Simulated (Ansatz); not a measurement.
Here is the system:

Si₂W:
```cif
data_Si6W3
_chemical_formula_sum 'Si6 W3'
_space_group_name_H-M_alt 'P6222'
_space_group_IT_number 180
_space_group_name_Hall 'P 62 2 (0 0 4)'
_cell_length_a 4.57659
_cell_length_b 4.57659
_cell_length_c 6.60374
_cell_angle_alpha 90.000
_cell_angle_beta 90.000
_cell_angle_gamma 120.000
loop_
_atom_site_label
_atom_site_type_symbol
_atom_site_symmetry_multiplicity
_atom_site_Wyckoff_symbol
_atom_site_fract_x
_atom_site_fract_y
_atom_site_fract_z
_atom_site_occupancy
Si1 Si 6 j 0.32762 0.16381 0.16667 1
W1 W 3 d 0.50000 0.00000 0.50000 1
```

This is the PBEsol-relaxed structure.

All from PBEsol in the plane-wave PAW code Ansatz, unless another level is named. Predict the Hill bulk and shear moduli.

235 and 157 GPa.

Next, the highest zone-centre frequency?

12.55 THz.

Space group P6_222. The workflow started from a Materials Project entry (that database holds measured and hypothetical structures alike); the Crystallography Open Database copy checked does not list it. It is not the phase usual at ambient conditions (space group No. 139). Symmetry was held in the PBEsol relaxation; of distortions, only those at the zone centre were tested. No spin polarisation was allowed. As this level gives no gap, shear constants depend on the k-mesh and smearing (Fermi–Dirac, 0.1 eV here). As this level gives no gap, phonon frequencies hold no LO–TO term and depend on the k-mesh and smearing (Fermi–Dirac, 0.1 eV here). Spin–orbit coupling is left out wherever it is not named.

Potentials: the earlier of the program's two PAW sets.
